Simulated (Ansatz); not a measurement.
# Li: what symmetry allows forces and stress to be

```xyz
3
Lattice="1.6112 1.1593 7.0238 -1.6112 1.1593 7.0238 0.0000 -1.4647 6.9231" Properties=species:S:1:pos:R:3 pbc="T T T"
Li    0.0090    0.0000    0.0000
Li   -0.0045    0.1748    4.5429
Li   -0.0045    0.6791   16.4279
```

These are results of DFT PBEsol, scalar-relativistic, plane waves, PAW (Ansatz 0.2.0), not measurements.

Plane waves to 420 eV, a k mesh through Γ of 14×14×14 on the computed 3-atom cell and Gaussian smearing (0.10 eV); no spin polarisation.

This distorted cell has space group C2, with 2 operations.

**Question.** Without a calculation: in which directions can each atom feel a force?

**Answer.** A force must be left unchanged by every operation that keeps its atom in place, so it lies in the space that those operations leave fixed. Atoms that the group maps onto each other feel forces of one size.
```json
{"atom": "Li1", "site symmetry": "2", "operations at the site": "2", "equivalent to atom": "1", "allowed force (Cartesian)": "along (1.00, 0.00, 0.00)"}
{"atom": "Li2", "site symmetry": "1", "operations at the site": "1", "equivalent to atom": "2", "allowed force (Cartesian)": "any direction"}
{"atom": "Li3", "site symmetry": "1", "operations at the site": "1", "equivalent to atom": "2", "allowed force (Cartesian)": "any direction"}
```

That leaves 4 independent force components of 9, tied by 1 condition that the forces sum to zero, so 3 remain. A relaxation in this cell that keeps the symmetry moves the atoms in these directions alone.

**Question.** And the stress tensor?

**Answer.** It must be invariant under the point group, which leaves 4 independent components: xz, xy vanish.

**Question.** Do the computed values obey this?

**Answer.** Yes. Forces (eV/Å):
```
Li1 -0.002  0.000  0.000
Li2  0.001  0.037  0.306
Li3  0.001 -0.037 -0.306
```

Stress (GPa, compression positive, xx yy zz yz xz xy): -0.73 0.41 1.91 -0.66 0.00 0.00. The program imposes the same operations on density, forces and stress, so this confirms the analysis and is no independent test of the calculation.

This form isn't the element's structure at ambient conditions.